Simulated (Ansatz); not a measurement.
# Data sheet: ScMo3C (DFT)

ScMo$_{3}$C:
```
CELL_PARAMETERS angstrom
      4.21663     0.00000     0.00000
      0.00000     4.21663     0.00000
      0.00000     0.00000     4.21663
ATOMIC_POSITIONS crystal
  Sc 0.00000 0.00000 0.00000
  Mo 0.00000 0.50000 0.50000
  Mo 0.50000 0.00000 0.50000
  Mo 0.50000 0.50000 0.00000
  C  0.50000 0.50000 0.50000
```

Space group Pm-3m (No. 221), anti-perovskite; conventional cell a = b = c = 4.217 Å, α = β = γ = 90.00°.

Method: plane-wave PAW r²SCAN (Ansatz code). Geometry: relaxed at this level of theory. Other levels are named where they apply.

### Cell and energy

| Property | Value |
|---|---|
| Volume per atom | 14.99 Å³ |
| Density | 7.64 g/cm³ |
| Formation energy from the elements (no fitted shifts) | 0.063 eV/atom |

### Electronic structure

| Quantity | Value |
|---|---|
| Electronic character | metallic (no gap) |
| Density of states at the Fermi level | 0.68 states/eV per atom (mean over ±0.08 eV) |
| Gap with spin–orbit coupling | none (metallic) |

### Mechanics

| Item | Result |
|---|---|
| Bulk modulus (Birch–Murnaghan fit) | 222 GPa |
| Pressure derivative B′ | 4.1 |
| Elastic constants (relaxed ions, GPa) | C11 = 346, C12 = 158, C44 = 32.0 |
| Mechanical stability | stable (all eigenvalues of C positive) |
| Hill bulk and shear moduli | 221 and 50.1 GPa |
| Young's modulus | 140 GPa |
| Poisson's ratio | 0.39 |
| Debye temperature from the elastic constants | 350 K |

### Charges

| Item | Value |
|---|---|
| Bader charges | Sc +1.46, Mo +0.11, C -1.79 e |

The start of the workflow was typed in or built on a structure type; neither database checked (COD, Materials Project) lists it. Its standing as an ambient phase is unchecked. The r²SCAN relaxation kept the symmetry of its start; its stability against distortions is not shown here. The run is not spin-polarised. As this level gives no gap, shear constants depend on the k-mesh and smearing (Fermi–Dirac, 0.1 eV here). The references are the lowest solids computed at this level, not always the standard phases. Spin–orbit coupling is left out wherever it is not named.

Potentials: the later of the program's two PAW sets.
